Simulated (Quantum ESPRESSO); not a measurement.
## SiGa2ZnN4 (a curve over strain)

A calculation, not a measurement. The program is pw.x of Quantum ESPRESSO 7.5 (plane-wave density functional theory). The cell is made up: 8 atoms on a wurtzite lattice, with randomly drawn elements, strain and displacements, not relaxed. PseudoDojo standard norm-conserving files (v0.5 for PBE, v0.4.1 for LDA and PBEsol) set the functional; there is no spin polarisation, spin-orbit coupling or dispersion term, and the masses in the input are unused placeholders.

Seven runs add a strain to one cell (shear xy, as the tensor component); the atoms follow the cell and are not relaxed. Stress in the table is positive in tension.

Input of the run at +0.0027:

```
&control calculation='scf', pseudo_dir='./dojo.nc.sr.pbe.v0_5.standard.upf', outdir='./o', disk_io='medium', tprnfor=.true., tstress=.true. /
&system ibrav=0, nat=8, ntyp=4, nbnd=41, ecutwfc=84.00895049, nosym=.true., tot_charge=0,
 occupations='smearing', smearing='fd', degauss=0.0018374661
/
&electrons conv_thr=7.350e-09, electron_maxstep=60, /
ATOMIC_SPECIES
Ga 1.0 Ga.upf
N 1.0 N.upf
Si 1.0 Si.upf
Zn 1.0 Zn.upf
CELL_PARAMETERS angstrom
3.194 0.0013 0.0479
0.0019 5.4226 0.0625
0.0784 0.0592 5.0465
ATOMIC_POSITIONS angstrom
Si 0.0437 -0.0178 -0.0281
Ga 1.6338 2.7426 0.0631
Zn 1.6563 0.9236 2.6093
Ga 0.0911 3.6109 2.5912
N 0.0496 0.0192 1.8799
N 1.6459 2.7481 1.9803
N 1.6067 0.9398 4.3844
N 0.0977 3.69 4.4444
K_POINTS automatic
6 4 4 1 1 1
```

| added strain | free energy less that of the input shown (eV) | stress xx (GPa) | stress yy (GPa) | stress zz (GPa) | stress xy (GPa) | pressure (GPa) | iterations |
| --- | --- | --- | --- | --- | --- | --- | --- |
| -0.0221 | 0.0794 | -1.64 | -4.84 | -15.86 | -6.65 | 7.44 | 12 |
| -0.0146 | 0.0340 | -1.23 | -4.55 | -15.80 | -4.39 | 7.19 | 12 |
| +0.0027 | 0.0000 | -0.69 | -4.25 | -15.72 | 0.82 | 6.89 | 12 |
| +0.0056 | 0.0037 | -0.65 | -4.26 | -15.71 | 1.69 | 6.87 | 12 |
| +0.0081 | 0.0095 | -0.64 | -4.28 | -15.71 | 2.44 | 6.88 | 12 |
| +0.0142 | 0.0321 | -0.64 | -4.36 | -15.71 | 4.28 | 6.90 | 12 |
| +0.0208 | 0.0702 | -0.73 | -4.53 | -15.71 | 6.26 | 6.99 | 12 |

A cubic fit gives a slope of stress xy against the added strain of 301 GPa at zero added strain, with the atoms clamped. Across the table the free energy follows the integral of the stress to within 0.3 meV. A rerun of one of the cells at 1437 eV and a 8 x 6 x 6 mesh moved values by no more than 0.002 eV in energy, 0.04 GPa in stress and 0.002 eV/Å in force.